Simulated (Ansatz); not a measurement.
# PtSe₂ (Sudovikovite) from its elements: all-electron against pseudopotential results

```xyz
3
Lattice="3.7515 0.0000 0.0000 -1.8758 3.2489 0.0000 0.0000 0.0000 6.5219" Properties=species:S:1:pos:R:3 pbc="T T T"
Pt    0.0000    0.0000    0.0000
Se    0.0000    2.1659    1.3067
Se    1.8758    1.0830    5.2152
```

The cell comes from a relaxation on PAW files under the same functional, begun from a database entry that needn't be the ground state.

All numbers are PBE results (scalar-relativistic) from Ansatz 0.2.0, with a Γ-centred 11×11×7 k mesh, Fermi–Dirac smearing of 0.05 eV, no spin polarisation. Methods: LAPW: all electrons, basis error target 0.5 meV/atom; PAW: frozen-core files, cutoff 420 eV; norm-conserving: pseudopotentials, cutoff 1170 eV.

The elements are taken as Pt fcc, Se trigonal Se, each relaxed on PAW files under the same functional and computed by the same method as the compound; zero-point and thermal terms are left out. PBE lacks dispersion, which leaves layered or molecular solids underbound, be they references or the compound itself.

Spin–orbit coupling is left out, which matters for the heavy atoms. The norm-conserving files are those that the library serves for this functional. The relaxed volume lies +31 % from the database entry's, so this cell isn't the real material's; missing dispersion or a faulty entry can cause that.

Problem. Give the formation energy by each method, with the residual pressure at this cell and the LAPW gap.

Solution. 

```csv
method,ΔE(formation) (eV/atom),P at this cell (GPa),gap (eV)
LAPW,-0.398,0.00,0.88
PAW,-0.399,-0.01,–
norm-conserving,-0.398,0.03,–
```

Problem. Give the LAPW value for one formula unit in kJ/mol.

Solution. -0.398 eV/atom × 3 atoms × 96.485 kJ/(mol·eV) = -115.2 kJ/mol, at zero temperature and without zero-point motion.
